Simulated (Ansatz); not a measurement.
One crystal and one scan (energy over volume and axial ratio) at two levels, r2SCAN (plane waves to 500 eV, PAW, scalar-relativistic; Ansatz, an electronic-structure program) and PBE (plane waves to 420 eV, PAW, scalar-relativistic; Ansatz), each from its own relaxed cell and on its own mesh. The cell shown is that of r2SCAN.

GaAs (zinc blende)

```yaml
crystal:
  lattice:
    - [0.00000, 2.83335, 2.83335]
    - [2.83335, 0.00000, 2.83335]
    - [2.83335, 2.83335, 0.00000]
  atoms:
    - { symbol: As, position: [0.75000, 0.75000, 0.75000] }
    - { symbol: Ga, position: [0.00000, 0.00000, 0.00000] }
```

Grid over V/V₀ and (c/a)/(c/a)₀, subscript 0 meaning the relaxed cell; the conventional c axis lies along z; no internal relaxation.

E stands for the smeared free energy. GaAs was relaxed with its symmetry unable to fall. Percentages come from the unrounded values. Both scans cover V/V₀ from 0.960 to 1.040 and (c/a)/(c/a)₀ from 0.880 to 1.120.

Results of r2SCAN:

| Item | Result |
|---|---|
| Lattice constant a (Å) | 5.667 |
| Shear modulus C′ = (C11 − C12)/2 (fit, atoms clamped) (GPa) | 34 |

Problem. Estimate the PBE values.

Solution. 
```tsv
quantity	PBE	r2SCAN − PBE
Lattice constant a (Å)	5.746	-0.079 (-1.4 %)
Shear modulus C′ = (C11 − C12)/2 (fit, atoms clamped) (GPa)	29	+5 (+17 %)
```

r2SCAN gives the higher value for: shear modulus C′. r2SCAN gives the lower value for: lattice constant a.

(Under strain, the slope of the energy per volume gives the stress and its curvature an elastic modulus.)
